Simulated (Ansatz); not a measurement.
Relaxed-ion elastic tensor of VPt (L1₀ or tetragonal B2, P4/mmm) in GPa (Voigt order), plane-wave PAW PBEsol (Ansatz code); density 14.83 g/cm³, 13.78 Å³ per atom.

```
 575  73.5   168   0.0   0.0   0.0
73.5   575   168   0.0   0.0   0.0
 168   168   452   0.0   0.0   0.0
 0.0   0.0   0.0   178   0.0   0.0
 0.0   0.0   0.0   0.0   178   0.0
 0.0   0.0   0.0   0.0   0.0  77.9
```

**Question.** Is the crystal mechanically stable?

**Answer.** Yes: the smallest eigenvalue of C is 77.9 GPa.

**Question.** Work out the Voigt, Reuss and Hill averages.

**Answer.** K_V = 269, K_R = 269, K_H = 269; G_V = 166, G_R = 143, G_H = 155 GPa.

**Question.** Give Young's modulus, Poisson's ratio, Pugh's ratio and the universal anisotropy index.

**Answer.** E = 9KG/(3K + G) = 389 GPa; ν = 0.26; K/G = 1.74 (near the Pugh limit of 1.75, no verdict); A_U = 5G_V/G_R + K_V/K_R − 6 = 0.80.

**Question.** Estimate the sound speeds and the Debye temperature.

**Answer.** v_l = √((K + 4G/3)/ρ) = 5660 m/s, v_t = √(G/ρ) = 3230 m/s, mean 3590 m/s; Θ = (h/k)(3n/4πV)^(1/3) v_m = 446 K.

**Question.** Solve the Christoffel equation for the three sound speeds along x, y, z.

**Answer.** Eigenvalues of C_ijkl n_j n_l equal ρv². In km/s, slowest first: x 2.29, 3.46, 6.22; y 2.29, 3.46, 6.22; z 3.46, 3.46, 5.52.

**Question.** How much does each axis shrink under pressure?

**Answer.** Linear compressibilities β_i = Σ_j S_ij (j = 1 to 3): x 1.2, y 1.2, z 1.3 per TPa.

The workflow started from an entry of the Crystallography Open Database (COD). Whether it is the stable phase at ambient conditions was not checked. The cell was relaxed with PBEsol under the symmetry of its start; of distortions, only those at the zone centre were tested. The workflow began spin-polarised and lost its moments. As this level gives no gap, shear constants depend on the k-mesh and smearing (Fermi–Dirac, 0.1 eV here). Spin–orbit coupling is left out wherever it is not named.

Potentials: the later of the program's two PAW sets.
